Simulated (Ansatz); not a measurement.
Total density of states per atom from PBE+D3(BJ) in the plane-wave PAW code Ansatz, in 0.25 eV bins, energy from the Fermi level:

(E (eV), states/eV/atom): (-7.85, 0.02); (-7.60, 0.05); (-7.35, 0.08); (-7.10, 0.10); (-6.85, 0.13); (-6.60, 0.26); (-6.35, 1.58); (-6.10, 3.09); (-5.85, 3.09); (-5.60, 2.13); (-5.35, 2.48); (-5.10, 2.49); (-4.85, 2.90); (-4.60, 4.16); (-4.35, 2.50); (-4.10, 2.77); (-3.85, 3.13); (-3.60, 2.59); (-3.35, 2.62); (-3.10, 3.90); (-2.85, 1.37); (-2.60, 0.22); (-2.35, 0.22); (-2.10, 0.22); (-1.85, 0.22); (-1.60, 0.22); (-1.35, 0.23); (-1.10, 0.23); (-0.85, 0.24); (-0.60, 0.25); (-0.35, 0.27); (-0.10, 0.27); (0.15, 0.27); (0.40, 0.26); (0.65, 0.26); (0.90, 0.26); (1.15, 0.26); (1.40, 0.26); (1.65, 0.26); (1.90, 0.25); (2.15, 0.24); (2.40, 0.23); (2.65, 0.22); (2.90, 0.20); (3.15, 0.19); (3.40, 0.17); (3.65, 0.22); (3.90, 0.34); (4.15, 0.34); (4.40, 0.33); (4.65, 0.30)

Task: Pick the material that matches.
A) Al, fcc (Cu type)
B) Au, fcc (Cu type)
C) Ag, fcc (Cu type)
D) Rh, fcc (Cu type)

Result: C, Ag, fcc (Cu type). Within 0.5 eV of the Fermi level: Ag 5s 53 %, Ag 4d 17 %, outside the projected shells 29 %. Projections are on Löwdin-orthogonalised atomic valence shells; empty p or d shells of many metals are not among them.

Space group Fm-3m (fcc (Cu type)). Symmetry was held in the PBE+D3(BJ) relaxation. No spin polarisation was allowed. The pairwise dispersion correction was not fitted to metals. Scalar-relativistic: spin–orbit coupling is off unless named, which matters more the heavier the elements.

Potentials: the later of the program's two PAW sets.
